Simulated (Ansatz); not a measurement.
W (diamond, Fd-3m) at seven volumes, DFT-PBE in the program Ansatz with PAW potentials, scaled uniformly. One row is withheld.

```tsv
V (Å³/atom)	P (GPa)
22.542	13.47
23.286	8.32
24.029	3.87
24.772	0.00
25.515	-3.37
26.258	?
27.001	-8.82
```

Task: Fit the shown pressures and predict the withheld one.

Result: P = (3/2)B₀(x^(7/2) − x^(5/2))[1 + (3/4)(B′ − 4)(x − 1)] with x = (V₀/V)^(2/3). Least squares on the six rows gives V₀ = 24.772 Å³/atom, B₀ = 120 GPa, B′ = 3.69. At V = 26.258, x = 0.9619 and P = -6.28 GPa. The run itself gave -6.29 GPa.

A made-up cell: these elements were put on the sites of a structure type; neither database checked (COD, Materials Project) lists it. It is not the phase usual at ambient conditions (space group No. 229). Symmetry was held in the PBE relaxation. At this level the phase is mechanically unstable. The run is not spin-polarised. Scalar-relativistic: spin–orbit coupling is off unless named, which matters more the heavier the elements.

Potentials: the later of the program's two PAW sets.
